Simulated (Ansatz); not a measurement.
Ir (fcc (Cu type)), relaxed and computed with several functionals in Ansatz (plane waves, PAW). Much of their spread follows the volume that each gives.

| functional | V (Å³/atom) | B₀ by P(V) fit (GPa) |
|---|---|---|
| PBEsol | 14.05 | 387 |
| LDA | 13.84 | ? |
| PBE | 14.49 | 348 |
| r²SCAN | 14.21 | 378 |

Q: Fit a straight line to ln B₀ against ln V and predict the withheld value.

A: Least squares on the 3 shown rows: ln B₀ = -3.53 × ln V + (15.293), with a scatter of 0.7 %. For LDA this gives 411. The run itself gave 405, a miss of 1.5 % of that.

All cells were relaxed under the symmetry of their starts (and spin orders); stability against distortions was not tested throughout. Named crystals with no word on spin ran without spin polarisation. Spin–orbit coupling is left out wherever it is not named.

Potentials: the earlier of the program's two PAW sets. The files were generated under PBE; for other functionals the program regenerates the frozen cores, and for LDA and PBEsol the local potential too.

Ansatz (a first-principles code) is a plane-wave DFT program.
